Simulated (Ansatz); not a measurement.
Input:

Tl (diamond, Fd-3m), a = b = c = 6.875 Å, α = β = γ = 90.00°; the cell used has 2 atoms.

This is the PBEsol-relaxed structure.

All from PBEsol (plane waves, PAW; program Ansatz), unless another level is named. Give the density of states at the Fermi level.

0.81 states/eV per atom (mean over ±0.08 eV).

What about the gap with spin–orbit coupling?

none (metallic).

The start of the workflow was typed in or built on a structure type; neither database checked (COD, Materials Project) lists it. It is not the phase usual at ambient conditions (space group No. 194). The PBEsol relaxation kept the symmetry of its start. At this level the phase is mechanically unstable. Spin–orbit coupling is left out wherever it is not named.

Potentials: the later of the program's two PAW sets.
